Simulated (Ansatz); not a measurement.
### Question
Each is relaxed and computed with PBE in the plane-wave PAW code Ansatz. Which is the only one with a gap?
(A) TiSi, NiAs type
(B) TiB2, fluorite
(C) CoLi3Nb3O12Ti, P1 (Pearson symbol aP20)
(D) Nb3Si, Fm-3m (Si on 4a, Nb on 4b, Nb on 8c)

### Answer
C, CoLi3Nb3O12Ti, P1 (Pearson symbol aP20). CoLi3Nb3O12Ti: gap 0.52 eV; TiB2: metal; TiSi: metal; Nb3Si: metal. Spin orders computed, not proven ground states: CoLi3Nb3O12Ti, P1 (Pearson symbol aP20) ferromagnetic. Constructed cells (a structure type filled with these elements, in neither database checked): TiB2, fluorite; TiSi, NiAs type; Nb3Si, Fm-3m (Si on 4a, Nb on 4b, Nb on 8c). Typed or built starts, not in the databases checked: CoLi3Nb3O12Ti, P1 (Pearson symbol aP20). Not the usual ambient phase: TiB2, fluorite. Unstable at this level: TiB2, fluorite. All cells were relaxed under the symmetry of their starts (and spin orders); stability against distortions was not tested throughout. Rows with no word on spin ran without spin polarisation. No Hubbard U is applied. Scalar-relativistic: spin–orbit coupling is off unless named, which matters more the heavier the elements.

Potentials: the later of the program's two PAW sets.
